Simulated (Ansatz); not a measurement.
**Ir (P6_3/mmc), clamped-ion strain scan**

Theory: Ansatz, DFT PBEsol, scalar-relativistic, plane waves, PAW. The runs took a 420 eV cutoff, a Γ-centred 18×18×12 mesh and Gaussian smearing (0.15 eV). Spin–orbit coupling is left out, which can shift energies with elements as heavy as these. No spin polarisation. Energies are free energies at this smearing, counted from the undisturbed cell; pressure is positive in compression.

The starting cell (as given, not relaxed at this level; it stands at -12.5 GPa; this form isn't the usual structure):

```
CELL_PARAMETERS angstrom
2.75138 0.00000 0.00000
-1.37569 2.38276 0.00000
0.00000 0.00000 4.46229
ATOMIC_POSITIONS crystal
Ir 0.66667 0.33333 0.75000
Ir 0.33333 0.66667 0.25000
```

The cell is strained by ε times the Voigt pattern (0, 0, 0, 0, 0, 1) (xx, yy, zz, yz, xz, xy; engineering shear) with fractional coordinates fixed. The cell is metallic on the mesh throughout. At -12 GPa the given cell is far from its own equilibrium, so these figures belong to a strongly strained crystal.

```
      ε  ΔE (meV/atom) stress summed along the pattern (GPa, tension positive) pressure (GPa)
-0.1500          189.6                                                   -26.53            -4.3
-0.0750           48.3                                                   -14.41           -10.4
 0.0000            0.0                                                     0.00           -12.5
 0.0187            3.0                                                     3.63           -12.4
 0.0375           12.1                                                     7.27           -12.0
 0.0562           27.1                                                    10.86           -11.3
 0.0937           75.2                                                    17.85            -9.3
 0.1125          108.1                                                    21.11            -7.9
 0.1312          146.3                                                    24.02            -6.2
```

By symmetry 0.1500 repeats -0.1500, -0.1125 repeats 0.1125, 0.0750 repeats -0.0750, -0.0375 repeats 0.0375 in energy, with the opposite slope along the path.